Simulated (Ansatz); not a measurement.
# SnClF (P4/nmm), stationary points along a deformation path

Theory: Ansatz 0.2.0, DFT PBEsol, scalar-relativistic, plane waves, PAW. Settings: plane waves to 420 eV, k-mesh 8×8×4 (Γ-centred), Gaussian smearing 0.05 eV. No spin polarisation. Energies are free energies at this smearing, counted from the undisturbed cell; pressure is positive in compression.

The starting cell (relaxed at this level; it needn't be the usual structure):

```
Sn Cl F
1.0
     3.97126    0.00000    0.00000
     0.00000    3.97126    0.00000
     0.00000    0.00000    7.24200
Sn Cl F
2 2 2
Direct
  0.00000 0.50000 0.79594
  0.50000 0.00000 0.20406
  0.50000 0.00000 0.65124
  0.00000 0.50000 0.34876
  0.50000 0.50000 0.00000
  0.00000 0.00000 0.00000
```

At fixed volume and fractional coordinates, lengths along (0.000, 0.000, 1.000) are scaled against those across it; ρ is that ratio over its starting value. V = 19.035 Å³/atom. Δσ is the stress along the axis less the mean stress across it (compression positive).

| ρ | ΔE (meV/atom) | Δσ (GPa) | space group |
| --- | --- | --- | --- |
| 0.800 | 56.5 | 5.93 | P4/nmm |
| 0.850 | 31.4 | 4.52 | P4/nmm |
| 0.920 | 9.0 | 2.60 | P4/nmm |
| 0.960 | 2.2 | 1.36 | P4/nmm |
| 1.000 | 0.0 | 0.00 | P4/nmm |
| 1.050 | 3.6 | -1.91 | P4/nmm |
| 1.100 | 14.4 | -4.00 | P4/nmm |
| 1.200 | 57.4 | -8.61 | P4/nmm |
| 1.300 | 127.3 | -13.53 | P4/nmm |

Task: How does the stress give the slope of the energy, and where is the energy stationary?

Result: Along the path d ln(length) is 2/3 d ln ρ on the axis and −1/3 d ln ρ across it, so dE/d ln ρ = −(2/3) V Δσ: the energy falls with ρ where Δσ is positive. Δσ vanishes or changes sign at ρ = 1.000 (P4/nmm), a minimum at 0.0 meV/atom. Pairs of stationary points between two samples would go unseen, and could change a minimum read from distant neighbours into a maximum.

Task: Integrate that slope from ρ = 1 to 0.850 by the trapezoid rule.

Result: With V/N in Å³ and 1 eV/Å³ = 160.2 GPa the slopes at ρ = 1.000, 0.960, 0.920, 0.850 are 0, -108, -206, -358 meV/atom per unit of ln ρ. The steps add 2.2 + 6.7 + 22.3 = 31.2 meV/atom, against 31.4 from the energies; the trapezoid rule misses the curvature of the slope within each step.

Forces appear on the atoms along this scan, and letting them relax would lower the energy and soften the response.

Cost: 9 runs of about 3.1 core-minutes in all, on Intel Xeon Processor @ 2.50GHz (Skylake/Cascade Lake) (shared hosts).